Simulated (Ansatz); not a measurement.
# Axial (c/a) deformation path in CaBr

The calculation used DFT PBE, scalar-relativistic, plane waves, PAW (Ansatz). Settings: plane waves to 420 eV, k-mesh 15×15×12 (Γ-centred), Gaussian smearing 0.15 eV. No spin polarisation. Energies are free energies at this smearing, counted from the undisturbed cell; pressure is positive in compression.

The undisturbed cell (as given, not relaxed at this level; it stands at 0.3 GPa, and it needn't be the usual structure):

```xyz
2
Lattice="3.9170 0.0000 0.0000 -1.9585 3.3922 0.0000 0.0000 0.0000 4.3410" Properties=species:S:1:pos:R:3 pbc="T T T"
Ca   -1.9585    3.3922    0.0000
Br    0.0000    2.2615    2.1705
```

At fixed volume and fractional coordinates, lengths along (0.000, 0.000, 1.000) are scaled against those across it; ρ is that ratio over its starting value. The cell is metallic on the mesh throughout.

| ρ | ΔE (meV/atom) | pressure (GPa) |
| --- | --- | --- |
| 0.850 | 57.3 | 0.3 |
| 0.920 | ? | ? |
| 0.960 | 6.2 | 0.2 |
| 1.000 | 0.0 | 0.3 |
| 1.050 | ? | ? |
| 1.100 | 19.3 | 0.5 |
| 1.200 | 86.8 | 0.8 |

Problem. Give the withheld values.

Solution. ΔE (meV/atom) at ρ = 0.920: 19.8; pressure (GPa) at ρ = 0.920: 0.2; ΔE (meV/atom) at ρ = 1.050: 3.6; pressure (GPa) at ρ = 1.050: 0.4.